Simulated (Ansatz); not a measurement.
Mg:
```cif
data_Mg2
_chemical_formula_sum 'Mg2'
_space_group_name_H-M_alt 'P63/mmc'
_space_group_IT_number 194
_space_group_name_Hall '-P 6c 2c'
_cell_length_a 3.20969
_cell_length_b 3.20969
_cell_length_c 5.14019
_cell_angle_alpha 90.000
_cell_angle_beta 90.000
_cell_angle_gamma 120.000
loop_
_atom_site_label
_atom_site_type_symbol
_atom_site_symmetry_multiplicity
_atom_site_Wyckoff_symbol
_atom_site_fract_x
_atom_site_fract_y
_atom_site_fract_z
_atom_site_occupancy
Mg1 Mg 2 d 0.66667 0.33333 0.25000 1
```

Relaxed at zero pressure with the program Ansatz at the PBE level (PAW).

The volume is raised by 9 % and shape and atoms relax at that volume. What pressure results, and how do the axes share the change?

-2.6 GPa; a 3.0 %, b 3.0 %, c 2.8 %; the energy rises by 18 meV/atom.

Give the new structure.


Space group P6₃/mmc (No. 194); a = b = 3.304 Å, c = 5.286 Å, α = β = 90.00°, γ = 120.00°

```tsv
atom	site	symmetry	x	y	z
Mg	2d	-6m2	0.6667	0.3333	0.2500
```

The phase is kept; no other phase was compared at this pressure.

Space group P6_3/mmc (hcp (Mg type)). Symmetry was held in the PBE relaxation. Axis ratios of metals converge slowly with the k-mesh, so a and c are less sure than the volume.

Potentials: the earlier of the program's two PAW sets.
